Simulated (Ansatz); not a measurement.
Here is the system:

MnF₂:
```xyz
6
Lattice="3.4416 -3.4416 0.0000 3.4416 3.4416 0.0000 0.0000 0.0000 3.2939" Properties=species:S:1:pos:R:3 pbc="T T T"
Mn     0.0000     0.0000     0.0000
Mn     3.4416     0.0000     1.6470
F      4.7917     0.0000     0.0000
F      3.4416    -2.0915     1.6470
F      2.0915     0.0000     0.0000
F      3.4416     2.0915     1.6470
```
Starting moments (μB, in the order of the atoms Mn Mn F F F F): 4.7 -4.7 0.0 0.0 0.0 0.0.

This is the r²SCAN-relaxed structure.

Question: All from DFT-r²SCAN in the program Ansatz with PAW potentials, unless another level is named. Give the smallest direct gap on the standard path.

Answer: 3.04 eV.

Question: Next, the band gap?

Answer: 3.00 eV (indirect).

Question: Give the weight of the conduction-edge state by species (Voronoi cells).

Answer: F 68 %, Mn 32 %.

Question: What about the conduction-band minimum?

Answer: at Γ.

Space group P4_2/mnm (rutile). Symmetry was held in the r²SCAN relaxation, as lowered by the spin order. Spin order of the final state: antiferromagnetic, chosen from 5 collinear starts compared on coarse meshes (ties went to the first, and starts can fall back to one state), not a proven ground state. Other orbital occupations within this spin state were not tried. No Hubbard U is applied. Point labels and valley counts follow the cell and symmetry of the run, lower than the named group.

Potentials: the later of the program's two PAW sets.
